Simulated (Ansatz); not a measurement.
The cell comes from COD entry 1531830, which wasn't checked; take it as a given geometry.

TiSb: DFT, LDA, all-electron LAPW, scalar-relativistic (Ansatz 0.2.0).

Command: `ansatz run input.yaml --threads 1 --pin off --max-ram 4096MiB --backend cpu --events-out ev --progress --plain --runs-dir out` The run took 2.6 min on 1 thread of Arm Neoverse V1, on a shared host, peak memory 0.71 GiB.

```yaml
crystal:
  lattice:
    - [4.1032991169, 0.0, 0.0]
    - [-2.0516495585, 3.5535612746, 0.0]
    - [0.0, 0.0, 6.2836]
  atoms:
    - { symbol: Ti, position: [0.0, 0.0, 0.0] }
    - { symbol: Ti, position: [0.0, 0.0, 0.5] }
    - { symbol: Sb, position: [0.3333333333, 0.6666666667, 0.25] }
    - { symbol: Sb, position: [0.6666666667, 0.3333333333, 0.75] }
kpoints:
  mp_grid: { grid: [12, 12, 7] }
  band_path:
    path:
      - [0.0, 0.0, 0.0]
      - [0.5, 0.0, 0.0]
      - [0.3333333333, 0.3333333333, 0.0]
      - [0.0, 0.0, 0.0]
      - [0.0, 0.0, 0.5]
      - [0.5, 0.0, 0.5]
      - [0.3333333333, 0.3333333333, 0.5]
      - [0.0, 0.0, 0.5]
      - [0.5, 0.0, 0.5]
    npoints: 14
scf:
  occupations: { method: fermi_dirac, width: 0.03 }
hamiltonian:
  xc: lda
  pseudopotentials: { kind: all_electron, lapw: { basis_error: 0.001 } }
output:
  forces: true
  stress: true
  eigenvalues: true
  fatbands: true
  populations: true
  dos: { projected: true, de: 0.2, e_range: [-14, 8] }
```

Output:

```
Ti: projections on atomic orbitals take those of the free atom 1s2 2s2 2p6 3s2 3p6 3d2 4s2, of charge +0.00 (hamiltonian.pseudopotentials.projection_atoms)
Sb: projections on atomic orbitals take those of the free atom 1s2 2s2 2p6 3s2 3p6 3d10 4s2 4p6 4d10 5s2 5p3, of charge +0.00 (hamiltonian.pseudopotentials.projection_atoms)
LAPW: plane waves up to 7.784 Å⁻¹, error target 1.0e-3 eV per atom; small_component_spin mean_spin; Ti in spheres of 1.390 Å, 12 of its electrons in bands, Dirac shells []; Sb in spheres of 1.453 Å, 23 of its electrons in bands, Dirac shells []
Engine: ansatz 0.2.0
Pseudopotentials: kind: all_electron
Pseudopotential: Ti, LAPW, valence charge 12, Koelling and Harmon's equation, gaussian nucleus
Pseudopotential: Sb, LAPW, valence charge 23, Koelling and Harmon's equation, gaussian nucleus
Functional definition: SPW92
  exchange = slater_x
  correlation = pw_c
Crystal: 4 atoms, lattice volume = 91.623 Å³
Basis set: ecut = 230.84568703510746 eV, 735 PW (Γ), exchange–correlation at level 2
Bands: 42, of which v1, the nominal top of the filled ones, is band 35 counted from 1 (34 counted from 0)
Symmetry: 24 space group operations
Space group: P63/mmc (ITA 194), of the structure as read, at distance tolerance 4.5e-5 Å
k-points: 76 of 1008
Non-local potential: Ti, projectors of the file, none
Non-local potential: Sb, projectors of the file, none
Initial density: superposition of atomic densities (chi_scale 0.1, normalization cell, long waves kept (reshape's long-wave potential 0.00 eV rms))
Initial wavefunctions: plane waves of lowest kinetic energy (no species holds an atomic orbital)
Functional: x = slater, c = lda
iter 1 solved again at ethr=8.23e-4 eV; its pass at ethr=1.00e-1 eV (dr2=5.76e-1 eV) is discarded
SCF iter   1: F=—  HF=-398809.749616 eV  |F-HF|=—  |Δ(HF+E_count)|=         —  Δρ=2.14e-2  dr2=5.81e-1  ethr=8.23e-4  ⟨swp⟩=2.1  Hψ=21845  notcnv=0
preconditioner: auto → Kerker (q_TF=auto, 2.609 Å⁻¹)  [metal: Δε(μ)=0.016 eV  Ē_g=5.282 eV  σ=0.030 eV  W_gap=0.13  n_scr=22 (ndim 8)  ℏωp=16.5 eV  f_vac=0.000  D(μ)=3.01/eV (n_scr^D=22)]
SCF iter   2: F=—  HF=-398809.538293 eV  |F-HF|=—  |Δ(HF+E_count)|=   2.11e-1  Δρ=1.43e-2  dr2=3.84e-1  ethr=8.23e-4  ⟨swp⟩=2.9  Hψ=10074  notcnv=0
SCF iter   3: F=—  HF=-398809.475018 eV  |F-HF|=—  |Δ(HF+E_count)|=   6.33e-2  Δρ=1.08e-2  dr2=1.70e-1  ethr=5.49e-4  ⟨swp⟩=2.5  Hψ=10022  notcnv=0
SCF iter   4: F=—  HF=-398809.417657 eV  |F-HF|=—  |Δ(HF+E_count)|=   5.74e-2  Δρ=4.84e-3  dr2=4.52e-2  ethr=2.43e-4  ⟨swp⟩=2.0  Hψ=9957  notcnv=0
SCF iter   5: F=—  HF=-398809.404370 eV  |F-HF|=—  |Δ(HF+E_count)|=         —  Δρ=1.70e-3  dr2=5.33e-3  ethr=6.45e-5  ⟨swp⟩=2.1  Hψ=9774  notcnv=0
the basis was enlarged: its passes take 171.8 KiB over the memory plan, 1 of 1 planned eigensolver slots
SCF iter   6: F=—  HF=-398809.402699 eV  |F-HF|=—  |Δ(HF+E_count)|=   1.67e-3  Δρ=7.40e-4  dr2=6.10e-4  ethr=7.62e-6  ⟨swp⟩=2.1  Hψ=9484  notcnv=0
SCF iter   7: F=—  HF=-398809.402761 eV  |F-HF|=—  |Δ(HF+E_count)|=   6.27e-5  Δρ=2.15e-4  dr2=6.82e-5  ethr=8.71e-7  ⟨swp⟩=2.0  Hψ=9473  notcnv=0
iter 8 solved again at ethr=8.07e-9 eV; its pass at ethr=9.75e-8 eV (dr2=5.65e-6 eV) is discarded
SCF iter   8: F=—  HF=-398809.402766 eV  |F-HF|=—  |Δ(HF+E_count)|=   4.96e-6  Δρ=5.54e-5  dr2=5.60e-6  ethr=8.07e-9  ⟨swp⟩=2.0  Hψ=16050  notcnv=0
SCF iter   9: F=—  HF=-398809.402764 eV  |F-HF|=—  |Δ(HF+E_count)|=   2.00e-6  Δρ=1.95e-5  dr2=4.52e-7  ethr=8.01e-9  ⟨swp⟩=2.1  Hψ=9474  notcnv=0
SCF iter  10: F=-398809.402764 eV  HF=-398809.402764 eV  |F-HF|=5.22e-8  |Δ(HF+E_count)|=   1.18e-7  Δρ=6.87e-6  dr2=5.91e-8  ethr=6.46e-10  ⟨swp⟩=2.1  Hψ=9478  notcnv=0
SCF 1 converged in 10 iterations: F = -398809.402764 eV  dr2 = 5.91e-8
NSCF: frozen V_eff on 113 k-points
SCF converged after 10 iterations
Free energy (F): -398809.402764 eV
Harris-Foulkes:  -398809.402764 eV  (|F-HF|=5.22e-8)
Internal energy: -398809.390877 eV  (E = F + TS)
E sigma→0 (E₀):  -398809.396820 eV
Entropy (-TS):   -0.011888 eV (-2.972 meV/atom)
Fermi energy:    13.317816 eV
--- Per-component energies (eV) ---
  E_band       = -2067.100796
  E_kinetic    = 418108.919350
  E_xc         = -11182.708381
  E_electrostatic = -805735.601845  (all electrons and nuclei)
  E_smearing   = -0.011888  (= −TS)
  E_closure    = 0.000000  (closes the sum)
  E_atoms      = -398782.871220  (free atoms, spherical and without spin; not in F)
  Σ components = -398809.402764   (vs F -398809.402764, Δ=0.00e0)
  Basis errors (estimates in eV, not in F): energy 2.9e-4 per atom: plane waves 2.5e-4 (1.4e-4 summed), levels above the bands 4.3e-39, relativity 3.0e-9, radial functions 4.1e-5, core shells 8.2e-8; eigenvalues (radial functions only) 1.5e-6; not estimated: angular momenta, meshes, grids; target (lapw.basis_error) 1.0e-3; muffin-tin radii Ti 1.390 Å, Sb 1.453 Å
--- Forces (eV/Å), atoms counted from 1 ---
  atom   1  Ti     0.00000000    -0.00000000     0.00000000
  atom   2  Ti     0.00000000     0.00000000     0.00000000
  atom   3  Sb    -0.00000000     0.00000000     0.00000000
  atom   4  Sb    -0.00000000     0.00000000     0.00000000
  max |Σ_I F_I| component: 4.05e-18 eV/Å
--- Stress (GPa, compression-positive) ---
       -8.296092      -0.000000       0.000000
       -0.000000      -8.296092       0.000000
        0.000000       0.000000      -8.876659
  P = ⅓ Tr σ = -8.4896 GPa (-84.896 kbar)
--- Band table (eV; the first three rows and the last of 76) ---
  k-point 0: bands = ["-129.9674", "-129.9673", "-83.1077", "-83.1076", "-83.0885", "-83.0885", "-83.0885", "-83.0885", "-43.5355", "-43.5187", "-20.1852", "-20.1852", "-20.1659", "-20.1659", "-20.0428", "-19.8606", "-15.1855", "-15.1855", "-15.1639", "-15.1639", "-15.1571", "-15.1526", "-15.1516", "-15.1516", "-15.1424", "-15.1424", "2.1604", "4.3627", "8.1428", "10.8309", "10.8309", "12.2782", "13.0380", "13.0380", "13.2931", "13.2931", "14.2302", "14.2302", "14.5081", "14.5081", "14.9484", "16.0057"]
  k-point 1: bands = ["-129.9674", "-129.9673", "-83.1077", "-83.1076", "-83.0885", "-83.0885", "-83.0885", "-83.0885", "-43.5346", "-43.5195", "-20.1842", "-20.1842", "-20.1668", "-20.1668", "-20.0339", "-19.8697", "-15.1844", "-15.1844", "-15.1650", "-15.1650", "-15.1568", "-15.1528", "-15.1511", "-15.1511", "-15.1429", "-15.1429", "2.2311", "4.1643", "8.4509", "10.8981", "10.8981", "12.2560", "12.9590", "12.9590", "13.0844", "13.0844", "14.1278", "14.1278", "14.5955", "14.9201", "14.9201", "15.6707"]
  k-point 2: bands = ["-129.9674", "-129.9673", "-83.1077", "-83.1076", "-83.0885", "-83.0885", "-83.0885", "-83.0885", "-43.5323", "-43.5219", "-20.1816", "-20.1816", "-20.1695", "-20.1695", "-20.0089", "-19.8953", "-15.1814", "-15.1814", "-15.1680", "-15.1680", "-15.1562", "-15.1534", "-15.1498", "-15.1498", "-15.1441", "-15.1441", "2.4398", "3.7147", "9.2212", "11.0974", "11.0974", "12.0067", "12.3941", "12.3941", "13.2187", "13.2187", "13.9287", "13.9287", "14.0836", "15.0782", "15.6279", "15.6279"]
  k-point 75: bands = ["-129.9673", "-129.9673", "-83.1077", "-83.1077", "-83.0886", "-83.0886", "-83.0886", "-83.0886", "-43.5280", "-43.5244", "-20.1882", "-20.1882", "-20.1820", "-20.1820", "-19.9721", "-19.9326", "-15.1789", "-15.1747", "-15.1747", "-15.1736", "-15.1491", "-15.1491", "-15.1444", "-15.1444", "-15.1425", "-15.1402", "4.2347", "4.2347", "9.2436", "9.2436", "9.5464", "10.0943", "11.4280", "11.4280", "13.5617", "13.5617", "13.7133", "13.9842", "14.5381", "14.5381", "14.6854", "14.6854"]
--- Löwdin populations: 4 sites ---
  site symbol       q [e]
     0     Ti     21.4681
     1     Ti     21.4681
     2     Sb     51.4245
     3     Sb     51.4245
  spilling = 0.001471 (of n_electrons = 146.000000)
```

populations.tsv:

```
# site	symbol	l	j	q
# orbitals = lowdin
# n_electrons = 146.000000
# spilling = 0.001471
# projection_atom_Ti: 1s2 2s2 2p6 3s2 3p6 3d2 4s2
# projection_atom_Sb: 1s2 2s2 2p6 3s2 3p6 3d10 4s2 4p6 4d10 5s2 5p3
0	Ti	0_1S	-	1.999980
0	Ti	0_2S	-	1.998968
0	Ti	0_3S	-	1.974337
0	Ti	0_4S	-	0.538500
0	Ti	1_2P	-	5.999972
0	Ti	1_3P	-	5.993733
0	Ti	2_3D	-	2.962607
1	Ti	0_1S	-	1.999980
1	Ti	0_2S	-	1.998968
1	Ti	0_3S	-	1.974337
1	Ti	0_4S	-	0.538500
1	Ti	1_2P	-	5.999972
1	Ti	1_3P	-	5.993733
1	Ti	2_3D	-	2.962607
2	Sb	0_1S	-	1.999998
2	Sb	0_2S	-	1.999949
2	Sb	0_3S	-	1.999220
2	Sb	0_4S	-	1.990227
2	Sb	0_5S	-	1.650246
2	Sb	1_2P	-	5.999999
2	Sb	1_3P	-	5.999941
2	Sb	1_4P	-	5.996203
2	Sb	1_5P	-	3.794135
2	Sb	2_3D	-	9.999987
2	Sb	2_4D	-	9.994626
3	Sb	0_1S	-	1.999998
3	Sb	0_2S	-	1.999949
3	Sb	0_3S	-	1.999220
3	Sb	0_4S	-	1.990227
3	Sb	0_5S	-	1.650246
3	Sb	1_2P	-	5.999999
3	Sb	1_3P	-	5.999941
3	Sb	1_4P	-	5.996203
3	Sb	1_5P	-	3.794135
3	Sb	2_3D	-	9.999987
3	Sb	2_4D	-	9.994626
```
